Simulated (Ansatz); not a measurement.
Here is the system:

AlSn$_{4}$Se$_{8}$:
```
AlSn4Se8
1.0
    7.73285     0.00000     0.00000
   -3.86642     6.69684     0.00000
    0.00000     0.00000     6.36575
Se Sn Al
8 4 1
Direct
  0.32711   0.16356   0.73033
  0.33333   0.66667   0.75277
  0.83644   0.16356   0.73033
  0.83644   0.67289   0.73033
  0.16356   0.32711   0.26967
  0.16356   0.83644   0.26967
  0.66667   0.33333   0.24723
  0.67289   0.83644   0.26967
  0.00000   0.00000   0.00000
  0.00000   0.50000   0.00000
  0.50000   0.00000   0.00000
  0.50000   0.50000   0.00000
  0.00000   0.00000   0.50000
```

This is the r²SCAN+D4-relaxed structure.

Task: All from plane-wave PAW r²SCAN+D4 (Ansatz code), unless another level is named. Give the electronic character.

Result: metallic (no gap).

Task: What about the density of states at the Fermi level?

Result: 0.50 states/eV per atom (mean over ±0.08 eV).

Task: Predict the gap with spin–orbit coupling.

Result: none (metallic).

Space group P-3m1. A made-up cell: these elements were put on the sites of a structure type; neither database checked (COD, Materials Project) lists it. Its standing as an ambient phase is unchecked. The r²SCAN+D4 relaxation kept the symmetry of its start; its stability against distortions is not shown here. With an odd number of electrons in the cell and no spin polarisation, the count alone makes it a metal. Scalar-relativistic: spin–orbit coupling is off unless named, which matters more the heavier the elements.

Potentials: the later of the program's two PAW sets.
